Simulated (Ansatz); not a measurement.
This run works on a generated trial structure, not on a known crystal.

Input and command of a plane-wave DFT calculation in Ansatz:

```yaml
crystal:
  lattice:
    - [4.6243645815, 0.0, 0.0]
    - [-2.3121822907, 4.0048172039, 0.0]
    - [0.0, 0.0, 6.8905512637]
  atoms:
    - { symbol: Hf, position: [0.0, 0.0, 0.5] }
    - { symbol: S, position: [0.0, 0.0, 0.8593906953] }
    - { symbol: S, position: [0.0, 0.0, 0.1406093047] }
    - { symbol: S, position: [0.3333333333, 0.6666666667, 0.5] }
    - { symbol: S, position: [0.6666666667, 0.3333333333, 0.5] }
basis:
  ecutwfc: 420
kpoints:
  mp_grid: { grid: [12, 12, 6] }
hamiltonian:
  xc: pbe
scf:
  occupations: { method: gaussian, width: 0.1 }
output:
  forces: true
  stress: true
  eigenvalues: true
  write_density: true
  write_potential: true
  elf: true
  volumetric_format: npy
relax:
  adjacent_minimum: "off"
  f_tol: 0.01
  max_steps: 80
  cell: { stress_tol: 0.05 }
```

```bash
ansatz run input.yaml --threads 1 --pin off --max-ram 2560MiB --backend cpu --events-out ev --progress --plain --runs-dir out
```

Processor: Intel(R) Xeon(R) Platinum 8259CL CPU @ 2.50GHz (Skylake/Cascade Lake), 1 thread, on a host shared with other jobs.

Problem. How long does it run, and how much memory does it take?

Solution. About 92 s, peak memory 0.6 GiB. It solves 30 bands at 76 k points (after reduction by symmetry) with about 2537 plane waves (on the last cell), in 20 SCF iterations over 3 ionic steps.
